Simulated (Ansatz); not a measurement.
One stationary structure of KTaO3. Space group Pm-3m (No. 221), cubic perovskite type. Method: PBEsol (plane waves to 420 eV, PAW, scalar-relativistic; Ansatz, a quantum-chemistry and plane-wave program).

Space group Pm-3m (No. 221); a = 3.9853 Å, b = 3.9853 Å, c = 3.9853 Å, α = 90.00°, β = 90.00°, γ = 90.00°

```
atom  site  symmetry       x       y       z
----  ----  --------  ------  ------  ------
K       1b      m-3m  0.5000  0.5000  0.5000
O       3d    4/mm.m  0.0000  0.0000  0.5000
Ta      1a      m-3m  0.0000  0.0000  0.0000
```

### Question
What is the computed band gap (PBEsol)?

### Answer
2.14 eV, indirect (valence top at R, conduction bottom at Γ) (no spin-orbit coupling).

### Question
Predict the smallest direct gap from PBEsol.

### Answer
2.75 eV at Γ.

No spin polarisation in the result.

The run could not lose the symmetry of its start.
